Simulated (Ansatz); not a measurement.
## One atom moved over a plane in WC

Level of theory: DFT PBEsol, scalar-relativistic, plane waves, PAW in Ansatz 0.2.0. Settings: plane waves to 420 eV, k-mesh 18×18×16 (Γ-centred), Gaussian smearing 0.15 eV. Spin–orbit coupling is left out, which can shift energies with elements as heavy as these. No spin polarisation. Energies are free energies at this smearing, counted from the undisturbed cell; pressure is positive in compression.

Reference structure (as given, not relaxed at this level; it stands at -0.7 GPa):

```
W C
1.0
     2.90050    0.00000    0.00000
    -1.45025    2.51191    0.00000
     0.00000    0.00000    2.82900
W C
1 1
Direct
  0.00000 0.00000 0.00000
  0.66667 0.33333 0.50000
```

Atom 1 (W) is moved by p along (1.000, 0.000, 0.000) and q along (0.000, 1.000, 0.000) (Å), all else fixed. Points are written (p, q).

Energy above the undisturbed cell in eV/cell (a dash: not computed):

```
 p \ q  -0.200  -0.100  0.000  0.100  0.200
-0.200    0.56       ?      ?   0.43   0.67
-0.100    0.40    0.15   0.08   0.17   0.38
 0.000    0.34       ?   0.00   0.08   0.29
 0.100    0.40    0.15   0.08   0.17   0.38
 0.200    0.56       ?      ?   0.43   0.67
```

**Question.** Fill in the withheld energies.

**Answer.** (-0.200, -0.100): 0.35; (-0.200, 0.000): 0.31; (0.000, -0.100): 0.08; (0.200, -0.100): 0.35; (0.200, 0.000): 0.31.